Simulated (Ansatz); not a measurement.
# Structures of Cs$_{2}$Br$_{3}$: which is lowest?

Plane-wave DFT in Ansatz with scalar-relativistic PAW potentials, cutoff 420 eV, Γ-centred meshes chosen by cell and gap, Gaussian smearing with energies taken to zero width. Every cell was relaxed (cell and atoms) in a run of its own, within the symmetry of its start. Functional: PBE.

Relaxed structures (starts from databases or built by putting these elements on another compound's sites):
A. R-3m, 5 atoms in the computed cell, a = 5.427 Å, c = 26.690 Å; sites (symmetry × multiplicity) Cs 3m × 6, Br -3m × 3 + 3m × 6; start: built
B. R-3c, 10 atoms in the computed cell, a = 8.849 Å, c = 25.784 Å; sites (symmetry × multiplicity) Cs 3. × 12, Br .2 × 18; start: built

Problem. Rank them by energy. Could pressure change the order?

Solution.
| structure | group | E − E(lowest) (meV/atom) | V (Å³/atom) | gap on mesh (eV) |
| --- | --- | --- | --- | --- |
| A | R-3m | 0.0 | 45.39 | 0.00 |
| B | R-3c | 91 | 58.28 | 0.00 |

A is lowest, 91 meV/atom under B. The lowest is also the densest of these, so pressure wouldn't bring one of the others in at first order. Other structures may lie lower than all of these, and vibrations aren't counted.

Spin-orbit coupling is left out, which matters for the bands of heavy elements. Spin polarisation was left out, and a magnetic state may lie lower.